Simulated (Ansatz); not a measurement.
The relaxed structure here is a generated cell of GeW3: the first start was made by placing the elements on the sites of a structure type, and the end was not matched to a known phase here, so it may be hypothetical.

The start is a generated cell, GeW3 placed in the AFLOW prototype AB3_hP8_182_c_g (as in Fe3C). The structure is fully relaxed (lattice and positions, P = 0) with r2SCAN (plane waves to 500 eV, PAW, scalar-relativistic; Ansatz, a quantum-chemistry and plane-wave program). The first steps use a coarse 5×5×5 k-mesh.

Starting cell:
```
GeW3
1.0
    5.97438     0.00000     0.00000
   -2.98719     5.17397     0.00000
    0.00000     0.00000     5.17960
W Ge
6 2
Direct
  0.32491   0.00000   0.00000
  0.32491   0.32491   0.50000
  0.00000   0.32491   0.00000
  0.67509   0.00000   0.50000
  0.67509   0.67509   0.00000
  0.00000   0.67509   0.50000
  0.33333   0.66667   0.25000
  0.66667   0.33333   0.75000
```

Question: What pressure does the first self-consistent step give?

Answer: -18 GPa (negative: the cell is under tension).

Question: How does the volume change?

Answer: -8.7 %, from 20.01 to 18.27 Å³/atom.

Question: How do the shortest distances between atoms change?

Answer: The closest pairs of elements (up to four, under 3.6 Å), start → end: Ge–W 2.40 → 2.57 Å; W–W 3.24 → 2.65 Å.

Question: Is the relaxed structure metallic? Give its gap.

Answer: No gap (metallic).

Question: Write out the relaxed structure.

Answer: 
Space group P6₃22 (No. 182); a = b = 6.0484 Å, c = 4.6122 Å, α = β = 90.00°, γ = 120.00°

```tsv
atom	site	symmetry	x	y	z
W	6g	.2.	0.0000	0.2534	0.0000
Ge	2c	3.2	0.3333	0.6667	0.2500
```

The space group stays P6₃22 (No. 182) (the run could not lower it); the end is AFLOW prototype AB3_hP8_182_c_g (as in Fe3C), with 8 atoms in the primitive cell. Final values are on a 9×9×10 k-mesh of the relaxed cell. No spin polarisation in the result.

The run could not lose the symmetry of its start, so the end can be a saddle point.
